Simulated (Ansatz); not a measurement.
PbS:
```
PbS
1.0
    0.00000     2.98411     2.98411
    2.98411     0.00000     2.98411
    2.98411     2.98411     0.00000
Pb S
1 1
Direct
  0.00000   0.00000   0.00000
  0.50000   0.50000   0.50000
```

Relaxed with HSE06.

Question: Give the Bader charges and basin volumes of the independent atoms, the program Ansatz at the HSE06 level (PAW).

Answer: 

```tsv
atom	Bader charge (e)	Bader volume (Å³)
Pb1	+1.09	24.5
S2	-1.09	28.7
```

Space group Fm-3m (rock salt). The HSE06 relaxation kept the symmetry of its start. Spin–orbit coupling is left out wherever it is not named.

Potentials: the earlier of the program's two PAW sets.
